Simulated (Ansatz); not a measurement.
A strain series on TiO2 (rutile) with r2SCAN in Ansatz; the unstrained cell is the r2SCAN minimum. Spin-unpolarised throughout; all numbers are computed.

Input of the unstrained run:
```yaml
crystal:
  lattice:
    - [4.596853494, 0.0, 0.0]
    - [0.0, 4.596853494, 0.0]
    - [0.0, 0.0, 2.9534912666]
  atoms:
    - { symbol: Ti, position: [0.0, 0.0, 0.0] }
    - { symbol: Ti, position: [0.5, 0.5, 0.5] }
    - { symbol: O, position: [0.304643222, 0.304643222, 0.0] }
    - { symbol: O, position: [0.195356778, 0.804643222, 0.5] }
    - { symbol: O, position: [0.804643222, 0.195356778, 0.5] }
    - { symbol: O, position: [0.695356778, 0.695356778, 0.0] }
kpoints:
  mp_grid: { grid: [6, 6, 8] }
  band_path:
    path:
      - [0.0, 0.0, 0.0]
      - [0.0, 0.5, 0.0]
      - [0.5, 0.5, 0.0]
      - [0.0, 0.0, 0.5]
      - [0.0, 0.5, 0.5]
      - [0.5, 0.5, 0.5]
    npoints: 1
hamiltonian:
  xc: r2scan
scf:
  occupations: { method: fixed }
  n_extra_bands: 5
output:
  forces: true
  stress: true
  eigenvalues: true
```

Its main results, and the levels near the gap at the points of the path (eV from the Fermi energy, bands numbered from 0, names kept under strain):
```
Crystal: 6 atoms, lattice volume = 62.410 Å³
Basis set: ecut = 500 eV, 1559 PW (Γ)
Symmetry: 16 space group operations
Space group: P42/mnm (ITA 136)
k-points: 50 of 288
Free energy (F): -7292.577924 eV
Fermi energy:    8.807505 eV
--- Forces (eV/Å), atoms counted from 1 ---
  atom   1  Ti      0.00000      0.00000      0.00000
  atom   2  Ti      0.00000      0.00000      0.00000
  atom   3  O     -0.00314    -0.00314      0.00000
  atom   4  O       0.00314    -0.00314      0.00000
  atom   5  O     -0.00314      0.00314      0.00000
  atom   6  O       0.00314      0.00314      0.00000
--- Stress (GPa, compression-positive) ---
        0.007669       0.000000       0.000000
        0.000000       0.007669       0.000000
        0.000000       0.000000       0.038118
  P = ⅓ Tr σ = 0.0178 GPa (0.178 kbar)
```
```tsv
point	band_21	band_22	band_23	band_24	band_25	band_26
Γ	-0.478	-0.478	0.000	2.221	2.544	2.763
X	-1.684	-0.768	-0.768	2.905	2.905	3.381
M	-1.365	-1.108	-1.108	2.261	2.261	2.882
Z	-2.392	-1.474	-1.474	3.308	3.308	3.566
R	-2.072	-1.083	-1.083	2.272	2.272	3.589
A	-1.312	-0.706	-0.706	2.943	2.943	3.575
```

Isotropic -4.0 % on every length. The input changes in these blocks:
```yaml
crystal:
  lattice:
    - [4.4129793542, 0.0, 0.0]
    - [0.0, 4.4129793542, 0.0]
    - [0.0, 0.0, 2.8353516159]
  atoms:
    - { symbol: Ti, position: [0.0, 0.0, 0.0] }
    - { symbol: Ti, position: [0.5, 0.5, 0.5] }
    - { symbol: O, position: [0.3011101844, 0.3011101844, 0.0] }
    - { symbol: O, position: [0.1988898156, 0.8011101844, 0.5] }
    - { symbol: O, position: [0.8011101844, 0.1988898156, 0.5] }
    - { symbol: O, position: [0.6988898156, 0.6988898156, 0.0] }
```

```
Crystal: 6 atoms, lattice volume = 55.217 Å³
Basis set: ecut = 500 eV, 1399 PW (Γ)
Symmetry: 16 space group operations
Space group: P42/mnm (ITA 136)
k-points: 50 of 288
Free energy (F): -7291.802473 eV
Fermi energy:    10.771746 eV
--- Forces (eV/Å), atoms counted from 1 ---
  atom   1  Ti      0.00000      0.00000      0.00000
  atom   2  Ti      0.00000      0.00000      0.00000
  atom   3  O     -0.00462    -0.00462      0.00000
  atom   4  O       0.00462    -0.00462      0.00000
  atom   5  O     -0.00462      0.00462      0.00000
  atom   6  O       0.00462      0.00462      0.00000
--- Stress (GPa, compression-positive) ---
       36.019881       0.000000       0.000000
        0.000000      36.019881       0.000000
        0.000000       0.000000      43.666704
  P = ⅓ Tr σ = 38.5688 GPa (385.688 kbar)
```
```tsv
point	band_21	band_22	band_23	band_24	band_25	band_26
Γ	-0.556	-0.556	0.000	2.409	2.725	3.058
X	-1.891	-0.903	-0.903	3.239	3.239	3.973
M	-1.447	-1.230	-1.230	2.447	2.447	3.282
Z	-2.992	-1.578	-1.578	3.869	3.869	4.190
R	-2.344	-1.307	-1.307	2.512	2.512	4.207
A	-1.660	-0.713	-0.713	3.378	3.378	3.992
```

r2SCAN: the gap goes from 2.221 to 2.409 eV (+0.188 eV).

Isotropic -3.0 % on every length. The input changes in these blocks:
```yaml
crystal:
  lattice:
    - [4.4589478892, 0.0, 0.0]
    - [0.0, 4.4589478892, 0.0]
    - [0.0, 0.0, 2.8648865286]
  atoms:
    - { symbol: Ti, position: [0.0, 0.0, 0.0] }
    - { symbol: Ti, position: [0.5, 0.5, 0.5] }
    - { symbol: O, position: [0.3018375671, 0.3018375671, 0.0] }
    - { symbol: O, position: [0.1981624329, 0.8018375671, 0.5] }
    - { symbol: O, position: [0.8018375671, 0.1981624329, 0.5] }
    - { symbol: O, position: [0.6981624329, 0.6981624329, 0.0] }
output:
  forces: true
  stress: true
  eigenvalues: true
  write_density: true
  write_potential: true
  elf: true
  volumetric_format: npy
```

```
Crystal: 6 atoms, lattice volume = 56.960 Å³
Basis set: ecut = 500 eV, 1447 PW (Γ)
Symmetry: 16 space group operations
Space group: P42/mnm (ITA 136)
k-points: 50 of 288
Free energy (F): -7292.156939 eV
Fermi energy:    10.256109 eV
--- Forces (eV/Å), atoms counted from 1 ---
  atom   1  Ti      0.00000      0.00000      0.00000
  atom   2  Ti      0.00000      0.00000      0.00000
  atom   3  O     -0.00322    -0.00322      0.00000
  atom   4  O       0.00322    -0.00322      0.00000
  atom   5  O     -0.00322      0.00322      0.00000
  atom   6  O       0.00322      0.00322      0.00000
--- Stress (GPa, compression-positive) ---
       24.983953       0.000000       0.000000
        0.000000      24.983953       0.000000
        0.000000       0.000000      30.703177
  P = ⅓ Tr σ = 26.8904 GPa (268.904 kbar)
```
```tsv
point	band_21	band_22	band_23	band_24	band_25	band_26
Γ	-0.542	-0.542	0.000	2.357	2.669	2.977
X	-1.841	-0.868	-0.868	3.144	3.144	3.813
M	-1.431	-1.213	-1.213	2.393	2.393	3.174
Z	-2.836	-1.556	-1.556	3.720	3.720	4.021
R	-2.273	-1.253	-1.253	2.448	2.448	4.040
A	-1.572	-0.713	-0.713	3.264	3.264	3.876
```

r2SCAN: the gap goes from 2.221 to 2.357 eV (+0.136 eV).

Another run changes these blocks:
```yaml
crystal:
  lattice:
    - [4.5049164241, 0.0, 0.0]
    - [0.0, 4.5049164241, 0.0]
    - [0.0, 0.0, 2.8944214413]
  atoms:
    - { symbol: Ti, position: [0.0, 0.0, 0.0] }
    - { symbol: Ti, position: [0.5, 0.5, 0.5] }
    - { symbol: O, position: [0.3026512158, 0.3026512158, 0.0] }
    - { symbol: O, position: [0.1973487842, 0.8026512158, 0.5] }
    - { symbol: O, position: [0.8026512158, 0.1973487842, 0.5] }
    - { symbol: O, position: [0.6973487842, 0.6973487842, 0.0] }
output:
  forces: true
  stress: true
  eigenvalues: true
  write_density: true
  write_potential: true
  elf: true
  volumetric_format: npy
```

```
Crystal: 6 atoms, lattice volume = 58.740 Å³
Basis set: ecut = 500 eV, 1503 PW (Γ)
Symmetry: 16 space group operations
Space group: P42/mnm (ITA 136)
k-points: 50 of 288
Free energy (F): -7292.397322 eV
Fermi energy:    9.757710 eV
--- Forces (eV/Å), atoms counted from 1 ---
  atom   1  Ti      0.00000      0.00000      0.00000
  atom   2  Ti      0.00000      0.00000      0.00000
  atom   3  O     -0.00163    -0.00163      0.00000
  atom   4  O       0.00163    -0.00163      0.00000
  atom   5  O     -0.00163      0.00163      0.00000
  atom   6  O       0.00163      0.00163      0.00000
--- Stress (GPa, compression-positive) ---
       15.388538       0.000000       0.000000
        0.000000      15.388538       0.000000
        0.000000       0.000000      19.214475
  P = ⅓ Tr σ = 16.6639 GPa (166.639 kbar)
```
```tsv
point	band_21	band_22	band_23	band_24	band_25	band_26
Γ	-0.525	-0.525	0.000	2.307	2.619	2.899
X	-1.790	-0.834	-0.834	3.055	3.055	3.662
M	-1.411	-1.187	-1.187	2.344	2.344	3.071
Z	-2.685	-1.531	-1.531	3.577	3.577	3.861
R	-2.204	-1.198	-1.198	2.386	2.386	3.880
A	-1.485	-0.711	-0.711	3.154	3.154	3.767
```

Problem. Which strain is this, and what did it do?

Solution. Isotropic -2.0 % on every length, atoms relaxed again. r2SCAN: the gap goes from 2.221 to 2.307 eV (+0.086 eV).

Isotropic -1.0 % on every length. The input changes in these blocks:
```yaml
crystal:
  lattice:
    - [4.5508849591, 0.0, 0.0]
    - [0.0, 4.5508849591, 0.0]
    - [0.0, 0.0, 2.9239563539]
  atoms:
    - { symbol: Ti, position: [0.0, 0.0, 0.0] }
    - { symbol: Ti, position: [0.5, 0.5, 0.5] }
    - { symbol: O, position: [0.3035731197, 0.3035731197, 0.0] }
    - { symbol: O, position: [0.1964268803, 0.8035731197, 0.5] }
    - { symbol: O, position: [0.8035731197, 0.1964268803, 0.5] }
    - { symbol: O, position: [0.6964268803, 0.6964268803, 0.0] }
```

```
Crystal: 6 atoms, lattice volume = 60.557 Å³
Basis set: ecut = 500 eV, 1551 PW (Γ)
Symmetry: 16 space group operations
Space group: P42/mnm (ITA 136)
k-points: 50 of 288
Free energy (F): -7292.534359 eV
Fermi energy:    9.275345 eV
--- Forces (eV/Å), atoms counted from 1 ---
  atom   1  Ti      0.00000      0.00000      0.00000
  atom   2  Ti      0.00000      0.00000      0.00000
  atom   3  O     -0.00082    -0.00082      0.00000
  atom   4  O       0.00082    -0.00082      0.00000
  atom   5  O     -0.00082      0.00082      0.00000
  atom   6  O       0.00082      0.00082      0.00000
--- Stress (GPa, compression-positive) ---
        7.100031       0.000000       0.000000
        0.000000       7.100031       0.000000
        0.000000       0.000000       9.038418
  P = ⅓ Tr σ = 7.7462 GPa (77.462 kbar)
```
```tsv
point	band_21	band_22	band_23	band_24	band_25	band_26
Γ	-0.503	-0.503	0.000	2.262	2.576	2.827
X	-1.738	-0.801	-0.801	2.976	2.976	3.517
M	-1.389	-1.152	-1.152	2.299	2.299	2.973
Z	-2.537	-1.504	-1.504	3.440	3.440	3.709
R	-2.137	-1.142	-1.142	2.327	2.327	3.730
A	-1.399	-0.709	-0.709	3.046	3.046	3.666
```

r2SCAN: the gap goes from 2.221 to 2.262 eV (+0.041 eV).
